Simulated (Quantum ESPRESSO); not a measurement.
# Band energies of InN

```
CELL_PARAMETERS angstrom
      3.54141     0.00000     0.00000
     -1.77071     3.06696     0.00000
      0.00000     0.00000     5.72046
ATOMIC_POSITIONS crystal
  N  0.66667 0.33333 0.87944
  N  0.33333 0.66667 0.37944
  In 0.66667 0.33333 0.50056
  In 0.33333 0.66667 0.00056
```

PBEsol (pw.x of Quantum ESPRESSO, ONCV potentials, with spin-orbit coupling); path ΓMKΓALHA,LM,KH; energies in eV from the Fermi level.

```
k (1/Å)  point  band 36  band 37  band 38  band 39  band 40  band 41  band 42  band 43
-------  -----  -------  -------  -------  -------  -------  -------  -------  -------
0.00         Γ    -0.03    -0.02    -0.02     2.70     2.70     6.79     6.79     8.63
0.34              -0.23     1.51     1.54     3.85     3.90     6.52     6.53     7.43
0.80              -0.80     3.33     3.39     4.58     4.60     5.32     5.33     6.46
1.02         M    -0.91     3.77     3.77     4.35     4.35     5.16     5.16     6.34
1.26              -1.36     4.31     4.32     5.06     5.07     5.13     5.16     6.27
1.62         K    -2.17     4.79     4.79     5.68     5.69     5.71     5.71     6.62
2.05              -1.13     3.68     3.72     5.32     5.34     6.07     6.08     6.30
2.48              -0.24     1.45     1.47     3.79     3.84     6.61     6.63     7.45
2.80         Γ    -0.03    -0.02    -0.02     2.70     2.70     6.79     6.79     8.63
2.91              -0.05     0.43     0.43     2.70     2.70     6.76     6.76     8.61
3.24              -0.33     1.94     1.94     2.52     2.52     6.71     6.71     7.35
3.35         A    -0.46     2.29     2.29     2.29     2.29     6.93     6.93     6.93
3.65              -0.74     2.96     2.96     3.02     3.02     6.62     6.62     6.71
4.06              -1.43     3.45     3.45     3.47     3.47     6.32     6.32     6.36
4.37         L    -1.57     3.32     3.32     3.32     3.32     6.47     6.47     6.47
4.47              -1.46     3.41     3.41     3.45     3.45     6.48     6.48     6.48
4.77              -1.31     4.53     4.53     4.60     4.60     6.44     6.44     6.49
4.96         H    -1.27     5.07     5.07     5.15     5.15     5.98     5.98     6.04
5.16              -1.32     4.67     4.67     4.74     4.74     6.30     6.30     6.35
5.55              -1.48     3.78     3.78     3.85     3.85     6.29     6.29     6.38
5.95              -0.58     2.63     2.63     2.67     2.67     6.79     6.79     6.86
6.15         A    -0.46     2.29     2.29     2.29     2.29     6.93     6.93     6.93
6.15         L    -1.57     3.32     3.32     3.32     3.32     6.47     6.47     6.47
6.51              -1.01     3.38     3.38     4.28     4.28     5.61     5.61     6.28
6.70         M    -0.91     3.77     3.77     4.35     4.35     5.16     5.16     6.34
6.70         K    -2.17     4.79     4.79     5.68     5.69     5.71     5.71     6.62
6.81              -2.22     4.87     4.87     5.65     5.66     5.68     5.68     6.60
7.24         H    -1.27     5.07     5.07     5.15     5.15     5.98     5.98     6.04
```

At this level the gap is closed or nearly so: along the path the highest valence and lowest conduction bands touch, or overlap by less than 0.6 eV, a zero-gap or semimetallic result; the valence top lies at Γ, the conduction bottom at Γ. Semilocal functionals close the gaps of some narrow-gap semiconductors, so this alone doesn't show that the compound has none.

Geometry relaxed with PBEsol.
